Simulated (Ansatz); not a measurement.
**Profile along the C–Ta line in TaC (rock salt)**

TaC (rock salt)

```
TaC
1.0
    0.00000     2.22002     2.22002
    2.22002     0.00000     2.22002
    2.22002     2.22002     0.00000
C Ta
1 1
Direct
  0.00000   0.00000   0.00000
  0.50000   0.50000   0.50000
```

Fields along a shortest C–Ta line of a {110} plane (2.22 Å), from C to Ta, interpolated on the slice's grid (step about 0.1 Å). Level of theory: PBEsol (plane waves to 420 eV, PAW, scalar-relativistic; Ansatz, a first-principles code). k mesh 18×18×18. These are valence fields of a PAW run, semicore shells included where kept as valence: close to a nucleus they are smooth pseudo fields. Spin-orbit coupling is left out, though Ta is heavy. TaC is run without spin polarisation. TaC was relaxed with its symmetry unable to fall.

```json
[
 {"distance from C (Å)": "0.00", "valence electron density (e/Å³)": "1.69", "electron localisation function": "x"},
 {"distance from C (Å)": "0.22", "valence electron density (e/Å³)": "1.75", "electron localisation function": "x"},
 {"distance from C (Å)": "0.44", "valence electron density (e/Å³)": "1.54", "electron localisation function": "0.59"},
 {"distance from C (Å)": "0.67", "valence electron density (e/Å³)": "1.05", "electron localisation function": "0.77"},
 {"distance from C (Å)": "0.89", "valence electron density (e/Å³)": "0.67", "electron localisation function": "0.60"},
 {"distance from C (Å)": "1.11", "valence electron density (e/Å³)": "0.58", "electron localisation function": "0.24"},
 {"distance from C (Å)": "1.33", "valence electron density (e/Å³)": "1.13", "electron localisation function": "0.36"},
 {"distance from C (Å)": "1.55", "valence electron density (e/Å³)": "2.85", "electron localisation function": "0.71"},
 {"distance from C (Å)": "1.78", "valence electron density (e/Å³)": "4.46", "electron localisation function": "0.64"},
 {"distance from C (Å)": "2.00", "valence electron density (e/Å³)": "4.00", "electron localisation function": "x"},
 {"distance from C (Å)": "2.22", "valence electron density (e/Å³)": "3.06", "electron localisation function": "x"}
]
```

x: too close to a nucleus for the ELF to mean much.

Density on the C–Ta line (2.22 Å) at its density minimum, 1.1 Å from C: 0.57 e/Å³. ELF at that point: 0.3.
